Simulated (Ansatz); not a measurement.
## TlPd$_{3}$: stiffness from a series of strains

```xyz
4
Lattice="-2.0730 2.0730 3.7485 2.0730 -2.0730 3.7485 2.0730 2.0730 -3.7485" Properties=species:S:1:pos:R:3 pbc="T T T"
Tl    0.0000    0.0000    0.0000
Pd    0.0000    2.0730    1.8742
Pd    2.0730    0.0000    1.8742
Pd    0.0000    0.0000    3.7485
```

Atoms are numbered in the order listed.

The conventional cell has a = 4.146 Å, b = 4.146 Å, c = 7.497 Å, α = 90.00°, β = 90.00°, γ = 90.00°. Tl (atom 1) has 12 Pd at 2.79 to 2.93 Å as nearest neighbours. Pd (atom 2) has 4 Tl at 2.79 Å and 8 Pd at 2.79 to 2.93 Å as nearest neighbours. Pd (atom 4) is surrounded by 8 Pd at 2.79 Å and 4 Tl at 2.93 Å.

The cell is COD entry 1522856, as deposited and not checked against the literature; nothing was relaxed.

Spin polarisation is left out, and whether a magnetic state lies lower isn't shown here.

No spin–orbit coupling, which matters for the heavy atoms here.

Level of theory: DFT, PBEsol, all-electron LAPW, scalar-relativistic in Ansatz 0.2.0.

Numerical set-up: a Γ-centred 12×12×12 k mesh, Fermi–Dirac smearing of 0.08 eV, basis error target 1 meV/atom, no spin polarisation.

The strain is applied along the Cartesian axes of the cell as listed (the other components stay zero). Fractional coordinates are held (clamped ions).

σ is the change of stress from the unstrained cell, which is at -0.07 GPa; tension is positive, so slopes are stress–strain coefficients at that pressure. In a metal the k mesh adds noise.

Only quantities that a quadratic follows smoothly over the whole series are listed; rougher ones are left out.

```csv
εzz,σzz (GPa),σxx (GPa)
-0.0200,-4.13,-3.30
0.0000,0.00,0.00
0.0100,1.89,1.48
0.0200,3.66,2.85
```

Question: Fit the series and read off the stiffness at zero strain.

Answer: Least-squares fits y = p0 + p1 x + p2 x² to the rows give σzz (GPa): p1 = 195, p2 = -590; σxx (GPa): p1 = 154, p2 = -560. So C33 = 195 GPa and C13 = 154 GPa, for these axes.

Question: One run, at εzz = -0.0100, is withheld. Predict its row.

Answer: The fits give -2.01, -1.59; the run gave -2.01, -1.59.
